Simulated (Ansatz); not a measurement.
CsCl (CsCl type)

```
CsCl
1.0
    4.06865     0.00000     0.00000
    0.00000     4.06865     0.00000
    0.00000     0.00000     4.06865
Cs Cl
1 1
Direct
  0.00000   0.00000   0.00000
  0.50000   0.50000   0.50000
```

Equation-of-state scan: isotropic scaling of the cell above, V₀ being its volume. Symmetry pins the atoms to their sites.

Computed with PBEsol (plane waves to 420 eV, PAW, scalar-relativistic; Ansatz, a program for electronic structure). k mesh 8×8×8 (Γ-centred), Fermi-Dirac smearing 0.05 eV. The energy includes the smearing's −TS. Stress and pressure are positive under compression. CsCl was relaxed with its symmetry unable to fall. ΔE is measured from the relaxed starting cell.

| V (Å³/atom) | ΔE (meV/atom) |
|---|---|
| 28.288 | 71.4 |
| 29.186 | 46.4 |
| 30.084 | 27.9 |
| 30.982 | 14.7 |
| 31.880 | withheld |
| 32.778 | 1.4 |
| 33.676 | 0.0 |
| 34.574 | 1.3 |
| 35.472 | 5.0 |
| 36.370 | 10.7 |
| 37.268 | 18.0 |
| 38.166 | 26.6 |
| 39.064 | 36.5 |

### Question
Fit a third-order Birch-Murnaghan form (E₀, V₀, B₀, B₀′ free) to the given rows and predict ΔE at V = 31.880.

### Answer
Least squares on the 12 given rows: ΔE = E₀ + (9V₀B₀/16)·y²·[2 + (B₀′ − 4)y], y = (V₀/V)^(2/3) − 1, with V₀ = 33.667 Å³/atom, B₀ = 18.47 GPa (160.2 GPa = 1 eV/Å³; the term in eV is multiplied by 1000), B₀′ = 5.30, E₀ = 0.01 meV/atom; root-mean-square residual 0.03 meV/atom. At 31.880 the fit gives 6.1 meV/atom; the calculation gives 6.1 meV/atom, the same to the digits shown. For the pressure the fit gives 1.16 GPa against the computed 1.17 GPa.

(A scan under strain: stresses follow from slopes of the energy per volume, elastic moduli from its curvatures.)
